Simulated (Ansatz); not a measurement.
Starting cell, ZnS (zinc blende):

```
CELL_PARAMETERS angstrom
      0.00000     5.44344     5.44344
      2.72172     0.00000     2.72172
      2.72172     2.72172     0.00000
ATOMIC_POSITIONS crystal
  S  0.37500 0.75000 0.75000
  S  0.87500 0.75000 0.75000
  Zn 0.00000 0.00000 0.00000
  Zn 0.50000 0.00000 0.00000
```

The atoms are displaced by Q × the pattern below (from a DFPT mode at L = (0.5, 0.0, 0.0), largest move 1; Q in Å), at fixed cell. (q is in reciprocal vectors of the primitive cell; the cell shown is doubled to hold the pattern.)

```json
[
 {"atom": "S1", "x": "0.577", "y": "-0.577", "z": "-0.577"},
 {"atom": "S2", "x": "-0.577", "y": "0.577", "z": "0.577"},
 {"atom": "Zn3", "x": "-0.068", "y": "0.068", "z": "0.068"},
 {"atom": "Zn4", "x": "0.068", "y": "-0.068", "z": "-0.068"}
]
```

Computed with PBE (plane waves to 420 eV, PAW, scalar-relativistic; Ansatz, a quantum-chemistry and plane-wave program). k mesh 5×10×10 (Γ-centred), Fermi-Dirac smearing 0.05 eV. Energies are smeared free energies. ZnS was relaxed with its symmetry unable to fall. ΔE is measured from the undisplaced structure.

| Q (Å) | ΔE (meV/cell) |
|---|---|
| -0.1000 | 125.2 |
| -0.0833 | withheld |
| -0.0667 | 55.3 |
| -0.0500 | 31.1 |
| -0.0333 | 13.8 |
| -0.0167 | 3.4 |
| 0.0000 | 0.0 |
| 0.0167 | 3.4 |
| 0.0333 | 13.8 |
| 0.0500 | 31.1 |
| 0.0667 | 55.3 |
| 0.0833 | withheld |
| 0.1000 | 125.2 |

**Question.** Fit an even polynomial form (powers 2, 4) to the given rows and predict ΔE at Q = -0.0833.

**Answer.** Least squares on the 11 given rows: ΔE = (12380)·Q² + (13670)·Q⁴, in meV/cell with Q in Å; root-mean-square residual 0.05 meV/cell. At -0.0833 the fit gives 86.6 meV/cell; the calculation gives 86.7 meV/cell, so the interpolation is off by -0.1 (-0.1 %). The quadratic term alone would give 85.9 meV/cell.

(For displaced atoms, the force is minus the slope of the energy, and its curvature is a force constant, which sets phonon frequencies.)
